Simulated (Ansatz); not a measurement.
Density of states of a Cu3Au13 cell (a packing that fell into a crystal (C2 at 0.1 Å)), per eV and atom, broadened by Gaussian smearing of width 0.1 eV and averaged over bins of 0.2 eV, from 8 eV under the Fermi level at most up to where the solved bands end.

The calculation used DFT PBE, scalar-relativistic, plane waves, PAW in Ansatz.

Plane waves to 420 eV, a k mesh through Γ of 5×5×5 on the computed 16-atom cell and Gaussian smearing (0.10 eV); no spin polarisation.

```xyz
16
Lattice="6.8695 0.2010 -0.0176 0.1990 6.8669 0.0254 -0.0281 0.0223 5.7423" Properties=species:S:1:pos:R:3 pbc="T T T"
Au    1.8362    2.8804    3.1783
Au    1.7161    3.0037    0.2476
Au    5.2906    6.3660    0.2713
Au    6.2918    4.0957    1.7011
Au    6.8043    1.3026    1.6953
Au    1.1831    5.6324    3.2260
Au    2.7139    0.4960    4.6136
Au    4.4691    2.3520    0.2074
Au    5.1984    6.4550    3.1649
Au    6.1710    4.1043    4.5386
Au    6.8004    1.3231    4.5664
Au    2.7281    0.5867    1.7086
Au    3.4855    4.6505    1.7160
Cu    4.5128    2.3481    3.1100
Cu    3.4649    4.6579    4.5874
Cu    1.1832    5.6794    0.3192
```

```
E − E_F (eV) total Au 5d Cu 3d Au 6s Cu 4s
       -7.95  0.152  0.009  0.000  0.124  0.015
       -7.75  0.167  0.012  0.000  0.136  0.015
       -7.55  0.126  0.015  0.000  0.100  0.009
       -7.35  0.216  0.033  0.001  0.164  0.015
       -7.15  0.200  0.042  0.001  0.139  0.015
       -6.95  0.343  0.109  0.003  0.202  0.025
       -6.75  0.584  0.321  0.007  0.227  0.023
       -6.55  1.023  0.667  0.014  0.293  0.042
       -6.35  1.168  0.834  0.015  0.251  0.060
       -6.15  1.382  1.092  0.022  0.206  0.054
       -5.95  1.606  1.354  0.032  0.157  0.054
       -5.75  1.560  1.366  0.034  0.109  0.041
       -5.55  1.702  1.525  0.038  0.097  0.028
       -5.35  1.932  1.753  0.044  0.092  0.025
       -5.15  1.916  1.759  0.046  0.072  0.019
       -4.95  1.842  1.695  0.043  0.066  0.015
       -4.75  1.632  1.490  0.047  0.062  0.012
       -4.55  1.851  1.688  0.055  0.071  0.011
       -4.35  2.072  1.894  0.068  0.069  0.011
       -4.15  2.007  1.822  0.079  0.067  0.010
       -3.95  2.150  1.933  0.106  0.070  0.011
       -3.75  2.215  1.949  0.142  0.079  0.011
       -3.55  2.252  1.948  0.178  0.078  0.012
       -3.35  2.020  1.707  0.201  0.066  0.012
       -3.15  1.768  1.469  0.212  0.047  0.011
       -2.95  1.639  1.344  0.216  0.040  0.011
       -2.75  1.642  1.293  0.265  0.042  0.013
       -2.55  1.573  1.178  0.316  0.040  0.012
       -2.35  1.697  1.196  0.423  0.039  0.016
       -2.15  2.067  1.249  0.729  0.046  0.019
       -1.95  2.764  1.392  1.285  0.051  0.014
       -1.75  3.478  1.461  1.938  0.051  0.010
       -1.55  3.021  1.018  1.919  0.058  0.013
       -1.35  0.817  0.285  0.412  0.086  0.019
       -1.15  0.265  0.099  0.077  0.062  0.013
       -0.95  0.390  0.149  0.081  0.109  0.022
       -0.75  0.321  0.110  0.050  0.097  0.024
       -0.55  0.170  0.059  0.022  0.058  0.015
       -0.35  0.211  0.067  0.025  0.074  0.018
       -0.15  0.471  0.135  0.046  0.160  0.041
        0.05  0.383  0.102  0.023  0.129  0.031
        0.25  0.286  0.069  0.014  0.099  0.022
        0.45  0.203  0.047  0.010  0.073  0.017
        0.65  0.292  0.057  0.013  0.104  0.021
        0.85  0.361  0.066  0.013  0.134  0.026
        1.05  0.236  0.043  0.007  0.092  0.019
        1.25  0.168  0.027  0.005  0.059  0.012
        1.45  0.291  0.045  0.009  0.121  0.024
```

The columns after the total are the largest Löwdin projections on the valence shells of the potentials, so they needn't add up, and the weight of a shell that a potential lacks goes to other orbitals. The cell has no gap on the mesh.

Spin-orbit coupling is left out, which matters for the bands of heavy elements.

Cost: 2 runs of about 19 core-minutes in all (earlier runs that led there not counted), on Arm Neoverse V2 (shared hosts).